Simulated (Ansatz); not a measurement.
BN (wurtzite)

```yaml
crystal:
  lattice:
    - [2.54397, 0.00000, 0.00000]
    - [-1.27198, 2.20314, 0.00000]
    - [0.00000, 0.00000, 4.20774]
  atoms:
    - { symbol: B, position: [0.66667, 0.33333, 0.99990] }
    - { symbol: B, position: [0.33333, 0.66667, 0.49990] }
    - { symbol: N, position: [0.66667, 0.33333, 0.62530] }
    - { symbol: N, position: [0.33333, 0.66667, 0.12530] }
```

Scan: atom 1 (B, nearest neighbour N at 1.561 Å; its periodic images, 2.5 Å or more away, move with it) is displaced along Cartesian [111], direction (0.577, 0.577, 0.577) in Cartesian axes, by s. The other atoms stay.

The numbers are results of r2SCAN (plane waves to 500 eV, PAW, scalar-relativistic; Ansatz, a quantum-chemistry and plane-wave program), not measurements. k mesh 12×12×6 (Γ-centred), Fermi-Dirac smearing 0.05 eV. Energies are smeared free energies. Left out: 1 of 11 points, with atoms too close for the PAW data. BN was relaxed with its symmetry unable to fall. ΔE is measured from the undisplaced structure.

What ΔE (meV/cell) does the calculation give at s (Å) = -0.470, -0.376, -0.282, -0.188, -0.094, 0.188, 0.282, 0.376?


| s (Å) | ΔE (meV/cell) |
|---|---|
| -0.470 | 2244 |
| -0.376 | 1533 |
| -0.282 | 923 |
| -0.188 | 440 |
| -0.094 | 118 |
| 0.188 | 588 |
| 0.282 | 1429 |
| 0.376 | 2759 |

(A displaced cell: forces are minus the slopes of the energy, force constants its curvatures, and phonons follow from these.)
